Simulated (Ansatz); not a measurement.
SnSe:
```
CELL_PARAMETERS angstrom
      0.00000     3.00747     3.00747
      3.00747     0.00000     3.00747
      3.00747     3.00747     0.00000
ATOMIC_POSITIONS crystal
  Sn 0.00000 0.00000 0.00000
  Se 0.50000 0.50000 0.50000
```

Relaxed with r²SCAN. Special points in fractions of this cell's reciprocal vectors: Γ (0.000, 0.000, 0.000); X (0.500, 0.000, 0.500); U (0.625, 0.250, 0.625); K (0.375, 0.375, 0.750); L (0.500, 0.500, 0.500); W (0.500, 0.250, 0.750).

Problem. List the band energies nearest the Fermi level at these points for plane-wave PAW r²SCAN with spin–orbit coupling (Ansatz code).

Solution. In eV from the Fermi level; about four levels below and three above (degenerate sets whole), none deeper than 8.9 eV; points with the same levels are listed once.

```tsv
k	below	above
Γ	-2.67 -2.67 -2.67 -2.67	3.67 3.67 4.46 4.46 4.46 4.46
X	-4.41 -4.41 -4.15 -4.15	2.95 2.95 5.02 5.02
U	-3.80 -3.80 -2.93 -2.93	3.04 3.04 3.50 3.50
L	-2.42 -2.42 -0.21 -0.21	0.32 0.32 0.82 0.82
W	-5.34 -5.34 -1.27 -1.27	1.27 1.27 4.70 4.70
```

Space group Fm-3m (rock salt). The first step of the workflow began from a Materials Project structure, measured or hypothetical; the Crystallography Open Database files this formula in space group No. 225, but the cells were not matched. It is not the phase usual at ambient conditions (space group No. 62). Symmetry was held in the r²SCAN relaxation; whether a distortion lowers the energy is not shown. The Fermi level of a semimetal is unsure by some 0.05 eV on such meshes.

Potentials: the later of the program's two PAW sets.
